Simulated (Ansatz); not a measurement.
YPd3, in the lowest of the structures calculated here: Pm-3m (No. 221), cP4, Cu3Au type; a = b = c = 4.0576 Å, α = β = γ = 90.00°; Y 1a (0.000, 0.000, 0.000); Pd 3c (0.000, 0.500, 0.500). Computed with PBEsol (plane waves to 420 eV, PAW, scalar-relativistic; Ansatz, a first-principles code). Element references, the lowest calculated here: Pd (Fm-3m), Y (R-3m, not the ambient form).

Total energies (eV/atom, σ → 0; comparable only within this code, potentials and settings):

```json
[
 {"phase": "YPd3 (Pm-3m)", "E (eV/atom)": "-6129.618"},
 {"phase": "Pd (Fm-3m)", "E (eV/atom)": "-6906.648"},
 {"phase": "Y (R-3m)", "E (eV/atom)": "-3795.074"}
]
```

**Question.** What is the formation energy of this Pm-3m form of YPd3 from the elements?

**Answer.** E_f = -6129.618 − [1 × (-3795.074) + 3 × (-6906.648)] / 4 = -0.86 eV/atom (-3.5 eV per formula unit).

Static energies, no anion corrections, no zero-point energy. Values are rounded to 0.01 eV/atom. The compounds carry no spin polarisation.
